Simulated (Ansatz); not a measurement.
# BiMo in the NiAs-type structure

Computed with Ansatz (plane waves, PAW, 420 eV cutoff): PBE, scalar-relativistic, no spin polarisation, Γ-centred 10×10×6 mesh, 0.05 eV Gaussian smearing; PAW files: Ansatz's generated set soft_2.

```
CELL_PARAMETERS angstrom
4.60065 0.00000 0.00000
-2.30032 3.98428 0.00000
0.00000 0.00000 5.13979
ATOMIC_POSITIONS crystal
Mo 0.00000 0.00000 0.00000
Mo 0.00000 0.00000 0.50000
Bi 0.33333 0.66667 0.25000
Bi 0.66667 0.33333 0.75000
```

This is a trial structure made by placing the elements on a prototype's sites, so it needn't be the stable form.

Path: Γ–M–K–Γ–A–L–H–A | L–M | H–K, with Γ = (0.000, 0.000, 0.000), M = (0.500, 0.000, 0.000), K = (0.333, 0.333, 0.000), A = (0.000, 0.000, 0.500), L = (0.500, 0.000, 0.500), H = (0.333, 0.333, 0.500) in reciprocal vectors of the calculation's cell.

Bands as a text map, energy in eV from the Fermi level (dashes), each leg drawn with the same width:
```
  4.86 |*** *****          ******              *    *           ***  *     
  4.57 |  ***              *     **                            *           
  4.29 | ***     *          * *    *          *               **      *    
  4.00 |*                    *      **               *  **   *             
  3.71 |          *       **       * **      *        ***     *            
  3.43 |  **             *  *     *    *                    *          *   
  3.14 |**         *    * *  *   *    *    **             ** *             
  2.86 |*** *       *    * ******       * *            *   **           *  
  2.57 |*********************** *        **                **   ***      **
  2.29 |             * **              **  **             ** ****          
  2.00 |    **       * **      * *           *              ** *        ** 
  1.71 |             ***                      *       *       *        *  *
  1.43 |     **     **          * *            *    ***      * *     ***** 
  1.14 |      *********                **       ****          ******* ** **
  0.86 |       ****    *      **** *              *  * *    **   *****     
  0.57 |***  *****      ** ***   *    *  *     *** **       *  ****        
  0.29 | ****        **   ***     * **    *  **         ** * **     *     *
  0.00 |**--*-------*----*--***----*-------**-------*-----***------------*-
 -0.29 |  *  *     *   **  *       *    ***************   ***      ***     
 -0.57 |   *      ******       *    ****              ****  ****      *****
 -0.86 |    * *******  ** *     *  *                  *    *** **** *  *   
 -1.14 |    ** **       **        *   ********      ** *  ** ******        
 -1.43 |      ****      *        * * *        ******    *     ****** **    
 -1.71 |          ******        * * *                    *  *       *******
 -2.00 |**   * *****   * *  ****   *                         *   **  **    
 -2.29 |  *******       *  **    * *                        *******    *   
 -2.57 |   ***   ***     **     * * **********       *******  * *   *   ** 
 -2.86 |    *       ******     * * * *        ***  **   *   *  **         *
        Γ      M      K      Γ      A      L      H      AL       MH      K
```

Problem. By these bands, is it a metal or an insulator, and if it has a gap, where are the band edges on this path?

Solution. A metal: bands cross the Fermi level.

These numbers lack spin–orbit coupling.
